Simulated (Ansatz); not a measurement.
Ansatz input file:

```yaml
crystal:
  lattice:
    - [0.0, 3.3779153306, 3.3779153306]
    - [3.3779153306, 0.0, 3.3779153306]
    - [3.3779153306, 3.3779153306, 0.0]
  atoms:
    - { symbol: Zr, position: [0.0, 0.0, 0.0] }
    - { symbol: Cu, position: [0.75, 0.75, 0.75] }
    - { symbol: Cu, position: [0.3758511649, 0.8724465054, 0.3758511649] }
    - { symbol: Cu, position: [0.3758511649, 0.3758511649, 0.8724465054] }
    - { symbol: Cu, position: [0.3758511649, 0.3758511649, 0.3758511649] }
    - { symbol: Cu, position: [0.8724465054, 0.3758511649, 0.3758511649] }
basis:
  ecutwfc: 500
kpoints:
  mp_grid: { grid: [10, 10, 10] }
hamiltonian:
  xc: r2scan
scf:
  occupations: { method: gaussian, width: 0.1 }
output:
  forces: true
  stress: true
  eigenvalues: true
relax:
  adjacent_minimum: "off"
  f_tol: 0.01
  max_steps: 30
```

Command:
```bash
ansatz run input.yaml --threads 1 --pin off --max-ram 2560MiB --backend cpu --events-out ev --progress --plain --runs-dir out
```

Level of theory: DFT r2SCAN, scalar-relativistic, plane waves, PAW in Ansatz.

Part of what the program printed, abridged (iterations and final results):

```
SCF iter   1: F=—  HF=-37352.171828 eV  |F-HF|=—  |Δ(HF+E_count)|=         —  Δρ=4.53e-2  dr2=1.27e0  dr2_τ=1.33e-2  ethr=1.77e-3  ⟨swp⟩=5.3  Hψ=9096  notcnv=0  defer=77
SCF iter   2: F=—  HF=-37352.109227 eV  |F-HF|=—  |Δ(HF+E_count)|=   6.26e-2  Δρ=2.25e-2  dr2=1.69e-1  dr2_τ=1.56e-2  ethr=1.19e-3  ⟨swp⟩=2.2  Hψ=5143  notcnv=0  defer=262
SCF iter   3: F=—  HF=-37352.026884 eV  |F-HF|=—  |Δ(HF+E_count)|=   8.23e-2  Δρ=1.05e-2  dr2=1.10e-1  dr2_τ=3.07e-4  ethr=1.58e-4  ⟨swp⟩=2.0  Hψ=5230  notcnv=0  defer=262
SCF iter   4: F=—  HF=-37352.007786 eV  |F-HF|=—  |Δ(HF+E_count)|=   1.91e-2  Δρ=2.90e-3  dr2=5.65e-3  dr2_τ=2.78e-4  ethr=1.03e-4  ⟨swp⟩=1.1  Hψ=3503  notcnv=0  defer=262
SCF iter   5: F=—  HF=-37352.009349 eV  |F-HF|=—  |Δ(HF+E_count)|=   1.56e-3  Δρ=3.54e-3  dr2=5.19e-3  dr2_τ=7.59e-5  ethr=5.28e-6  ⟨swp⟩=2.0  Hψ=5201  notcnv=0  defer=262
SCF iter   6: F=—  HF=-37352.009731 eV  |F-HF|=—  |Δ(HF+E_count)|=   3.82e-4  Δρ=1.05e-3  dr2=1.47e-3  dr2_τ=1.61e-5  ethr=4.85e-6  ⟨swp⟩=2.0  Hψ=4078  notcnv=0  defer=262
SCF iter   7: F=—  HF=-37352.009569 eV  |F-HF|=—  |Δ(HF+E_count)|=   1.62e-4  Δρ=3.60e-4  dr2=9.33e-5  dr2_τ=2.87e-6  ethr=1.37e-6  ⟨swp⟩=1.9  Hψ=3238  notcnv=0  defer=262
SCF iter   8: F=—  HF=-37352.009578 eV  |F-HF|=—  |Δ(HF+E_count)|=   8.78e-6  Δρ=9.82e-5  dr2=7.03e-6  dr2_τ=1.63e-7  ethr=8.72e-8  ⟨swp⟩=2.2  Hψ=3736  notcnv=0  defer=262
SCF iter   9: F=-37352.009579 eV  HF=-37352.009579 eV  |F-HF|=1.42e-7  |Δ(HF+E_count)|=   4.44e-7  Δρ=1.64e-5  dr2=2.61e-7  dr2_τ=6.01e-9  ethr=2.34e-9  ⟨swp⟩=8.9  Hψ=12379  notcnv=0
SCF 1 converged in 9 iterations: F = -37352.009579 eV  dr2 = 2.61e-7
relax step   1: F+E_penalty+E_count = -37352.00957850 eV  Δ(F+E_penalty+E_count) = +0.000e0 eV  max|allowed force component| = 4.459e-4 eV/Å  Δτ_max = 0.0000 Å  (9 SCF iters, dr2 threshold 2.50e-6 eV, accepted)
Initial density: handed on by an earlier stage of this run
Initial wavefunctions: those handed on with the density
SCF iter   1: F=—  HF=-37352.009579 eV  |F-HF|=—  |Δ(HF+E_count)|=         —  Δρ=1.64e-5  dr2=2.61e-7  dr2_τ=6.01e-9  ethr=2.44e-10  ⟨swp⟩=1.0  Hψ=7434  notcnv=0
SCF iter   2: F=—  HF=-37352.009579 eV  |F-HF|=—  |Δ(HF+E_count)|=   3.67e-8  Δρ=1.83e-5  dr2=1.55e-7  dr2_τ=2.46e-9  ethr=2.44e-10  ⟨swp⟩=2.0  Hψ=4492  notcnv=0
SCF iter   3: F=-37352.009579 eV  HF=-37352.009579 eV  |F-HF|=3.02e-8  |Δ(HF+E_count)|=   1.21e-8  Δρ=8.20e-6  dr2=7.94e-8  dr2_τ=1.15e-9  ethr=9.35e-11  ⟨swp⟩=4.0  Hψ=9025  notcnv=0
SCF 2 converged in 3 iterations: F = -37352.009579 eV  dr2 = 7.94e-8
relax step   2: F+E_penalty+E_count = -37352.00957864 eV  Δ(F+E_penalty+E_count) = -1.365e-7 eV  max|allowed force component| = 4.446e-4 eV/Å  Δτ_max = 0.0000 Å  (3 SCF iters, accepted)
SCF iter   1: F=—  HF=-37352.009579 eV  |F-HF|=—  |Δ(HF+E_count)|=         —  Δρ=8.20e-6  dr2=7.94e-8  dr2_τ=1.15e-9  ethr=7.42e-11  ⟨swp⟩=1.0  Hψ=8488  notcnv=0
SCF iter   2: F=-37352.009579 eV  HF=-37352.009579 eV  |F-HF|=1.66e-8  |Δ(HF+E_count)|=   8.19e-9  Δρ=9.42e-6  dr2=4.69e-8  dr2_τ=6.42e-10  ethr=7.42e-11  ⟨swp⟩=4.0  Hψ=8704  notcnv=0
SCF 3 converged in 2 iterations: F = -37352.009579 eV  dr2 = 4.69e-8
SCF converged after 2 iterations
Free energy (F): -37352.009579 eV
Harris-Foulkes:  -37352.009579 eV  (|F-HF|=1.66e-8)
Internal energy: -37351.992940 eV  (E = F + TS)
E sigma→0 (E₀):  -37352.001259 eV
Entropy (-TS):   -0.016639 eV (-2.773 meV/atom)
Fermi energy:    17.358452 eV
--- Per-component energies (eV) ---
  E_band       = -1975.235803
  E_kinetic    = 1833.607618
  E_local      = -22464.233732  (includes V_loc(G=0)·N_el)
  E_nonlocal   = 2036.478194
  E_hartree    = 9953.674098
  E_xc         = -579.277113
  E_vxc        = -842.306905  (∫ρ·V_xc dr)
  E_paw        = -11344.264009  (= ΣΔE_a)
  E_vpaw       = -2504.623132  (= ΣTr[D̂ρ^β])
  E_aug_tail   = 0.000754  (compensation charges beyond the density's cutoff)
  E_vtau       = 58.498970  (kinetic-family band-sum trace: ∫τ·v_τ [+ j·A + Jᵃ·Aᵃ] dr)
  E_ewald      = -16786.308468
  E_core_change = -1.670282  (= ΣΔE_core)
  E_smearing   = -0.016639  (= −TS)
--- Forces (eV/Å), atoms counted from 1 ---
  atom   1  Zr     0.00000000     0.00000000     0.00000000
  atom   2  Cu     0.00000000     0.00000000     0.00000000
  atom   3  Cu    -0.00044282     0.00044282    -0.00044282
  atom   4  Cu    -0.00044282    -0.00044282     0.00044282
  atom   5  Cu     0.00044282     0.00044282     0.00044282
  atom   6  Cu     0.00044282    -0.00044282    -0.00044282
--- Stress (GPa, compression-positive) ---
        5.059363       0.000000       0.000000
        0.000000       5.059363       0.000000
        0.000000       0.000000       5.059363
  P = ⅓ Tr σ = 5.0594 GPa (50.594 kbar)
--- Band table (eV; the first three rows and the last of 47) ---
  k-point 0: bands = ["-99.6228", "-99.5989", "-99.5989", "-99.5989", "-99.3819", "-55.5221", "-55.4736", "-55.4736", "-55.4736", "-55.4579", "-55.4579", "-55.3904", "-55.3904", "-55.3904", "-55.3253", "-55.3253", "-55.3253", "-55.1908", "-55.1908", "-55.1908", "-33.6758", "-11.0256", "-11.0256", "-11.0256", "7.7518", "11.5297", "12.1041", "12.1041", "12.1041", "12.8353", "12.8353", "12.8353", "12.9930", "12.9930", "13.8647", "13.8647", "14.1293", "14.1293", "14.1293", "14.5693", "14.5693", "14.5693", "14.5732", "14.5732", "14.6996", "14.6996", "14.6996", "15.6031", "15.6031", "15.6031", "16.1379", "16.1379", "16.1379", "17.0231", "17.6003", "17.6003", "21.2493", "21.2493", "21.2493", "21.66 ...
  k-point 1: bands = ["-99.6224", "-99.5993", "-99.5989", "-99.5989", "-99.3819", "-55.5190", "-55.4727", "-55.4724", "-55.4724", "-55.4572", "-55.4572", "-55.3919", "-55.3919", "-55.3904", "-55.3294", "-55.3258", "-55.3258", "-55.1909", "-55.1908", "-55.1908", "-33.6757", "-11.0277", "-11.0258", "-11.0258", "7.8688", "11.5590", "12.1117", "12.1196", "12.1196", "12.7797", "12.8548", "12.8548", "13.0114", "13.0114", "13.8609", "13.8609", "14.1022", "14.1102", "14.1102", "14.4857", "14.4857", "14.5662", "14.5825", "14.5825", "14.6156", "14.7761", "14.7761", "15.4465", "15.4465", "15.6031", "15.7799", "16.2059", "16.2059", "17.1691", "17.6911", "17.6911", "20.9570", "21.2707", "21.2707", "21.97 ...
  k-point 2: bands = ["-99.6212", "-99.6005", "-99.5989", "-99.5989", "-99.3819", "-55.5110", "-55.4694", "-55.4694", "-55.4690", "-55.4543", "-55.4543", "-55.3963", "-55.3963", "-55.3904", "-55.3412", "-55.3273", "-55.3273", "-55.1910", "-55.1908", "-55.1908", "-33.6755", "-11.0330", "-11.0262", "-11.0262", "8.2117", "11.6035", "12.1435", "12.1638", "12.1638", "12.6418", "12.9106", "12.9106", "13.0676", "13.0676", "13.8338", "13.8338", "13.9770", "14.0384", "14.0384", "14.3960", "14.3960", "14.4410", "14.5580", "14.5769", "14.5769", "14.8690", "14.8690", "15.0911", "15.1664", "15.1664", "15.6031", "16.3368", "16.3368", "17.2990", "17.9019", "17.9019", "20.6037", "21.1870", "21.1870", "22.13 ...
  k-point 46: bands = ["-99.6119", "-99.6098", "-99.5989", "-99.5989", "-99.3819", "-55.4649", "-55.4635", "-55.4527", "-55.4526", "-55.4304", "-55.4251", "-55.4241", "-55.4171", "-55.4007", "-55.3970", "-55.3394", "-55.3393", "-55.1911", "-55.1909", "-55.1908", "-33.6745", "-11.0403", "-11.0361", "-11.0322", "10.9127", "11.1000", "11.6904", "12.4314", "12.7912", "12.8611", "12.9192", "13.0180", "13.0953", "13.1175", "13.3011", "13.3356", "13.6499", "13.6710", "13.7393", "13.7625", "13.9483", "13.9764", "14.3442", "14.4038", "14.5749", "14.7391", "14.7473", "14.8489", "14.9164", "15.0537", "15.1216", "15.3946", "15.9007", "17.8237", "18.6802", "18.8088", "19.1492", "19.5443", "21.6066", "22. ...
--- Relaxed structure (2 steps of the walk, 2 accepted, 0 SCFs on fresh bases) ---
  F+E_penalty+E_count = -37352.00957864 eV   max|allowed force component| = 4.446e-4 eV/Å
  atoms:
    - { symbol: Zr, position: [0.0, 0.0, 0.0] }
    - { symbol: Cu, position: [0.75, 0.75, 0.75] }
    - { symbol: Cu, position: [0.37585116, 0.87244650, 0.37585116] }
    - { symbol: Cu, position: [0.37585116, 0.37585116, 0.87244650] }
    - { symbol: Cu, position: [0.37585116, 0.37585116, 0.37585116] }
    - { symbol: Cu, position: [0.87244650, 0.37585116, 0.37585116] }
```

The relaxation met its thresholds.

It took 110 s on 1 thread of Intel(R) Xeon(R) Platinum 8259CL CPU @ 2.50GHz (Skylake/Cascade Lake), with other jobs on the host, peak memory 0.76 GiB.